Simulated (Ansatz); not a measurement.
ZnCu2SnS4 (kesterite type, space group I-4)

```yaml
crystal:
  lattice:
    - [-2.73424, 2.73424, 5.46757]
    - [2.73424, -2.73424, 5.46757]
    - [2.73424, 2.73424, -5.46757]
  atoms:
    - { symbol: Cu, position: [0.00000, 0.00000, 0.00000] }
    - { symbol: Cu, position: [0.75000, 0.25000, 0.50000] }
    - { symbol: Zn, position: [0.25000, 0.75000, 0.50000] }
    - { symbol: Sn, position: [0.50000, 0.50000, 0.00000] }
    - { symbol: S, position: [0.63691, 0.62896, 0.52468] }
    - { symbol: S, position: [0.10428, 0.11223, 0.47532] }
    - { symbol: S, position: [0.37104, 0.89572, 0.00795] }
    - { symbol: S, position: [0.88777, 0.36309, 0.99205] }
```

The slice is a (001) plane (indices of the conventional cell) through the point (0.750, 0.250, 0.500) (fractional), spanned by u = [101] and v = [011] in vectors of this cell: u (5.47 Å) and v (5.47 Å, at 90° to u). It covers one period; positions are fractions (u, v).

The numbers are results of PBE (plane waves to 420 eV, PAW, scalar-relativistic; Ansatz, a quantum-chemistry and plane-wave program), not measurements. k mesh 9×9×9. These are valence fields of a PAW run, semicore shells included where kept as valence: close to a nucleus they are smooth pseudo fields. At this level the bands of ZnCu2SnS4 touch or barely overlap; measurements give the solid a gap. The PAW data are Ansatz's earlier set. ZnCu2SnS4 is run without spin polarisation. ZnCu2SnS4 was relaxed with its symmetry unable to fall.

### Question
Sketch the valence electron density on this plane as a map.

### Answer
```
|998877553322221111000000000000001111222233557788|
|777755443322221111110000000000111122222233445577|
|555544333322222211111100000011112222222233334455|
|333333332222222222111111111111112222222222333333|
|222222222222222222221111111111222222222222222222|
|222222222222222222222222222222222222222222222222|
|111122222222222222222222222222222222222222221111|
|111111222222222222333333333333332222222222111111|
|000011111122222233334444444444333322222211111100|
|000000111122222233445566666655443322221111110000|
|000000001111222233446688888866443322221111000000|
|000000001111222233446688998866443322221111000000|
|000000001111222233446688888866443322221111000000|
|000000111111222233445566666655443322221111110000|
|000011111122222233334444444444333322222211111100|
|111111112222222222333333333333332222222222221111|
|111111222222222222222222222222222222222222222211|
|222222222222222222222222222222222222222222222222|
|222222222222222222222211111111222222222222222222|
|333333332222222222111111111111112222222222333333|
|555544333322222211111100000011111122222233334455|
|777755443322222211110000000000111111222233445577|
|998877553322221111000000000000001111222233557788|
|999977553322221111000000000000001111222233557799|
```
Scale: ten equal steps from -1.77 (start of '0') to 1.90 (end of '9'), in the order '0123456789'. Values: log₁₀ of the valence density in e/Å³. The map has 24 points along u (two characters each, u = 0 at the left) and 24 along v (v = 0 in the bottom row). The scale is logarithmic, as a density can span decades between atoms and voids.
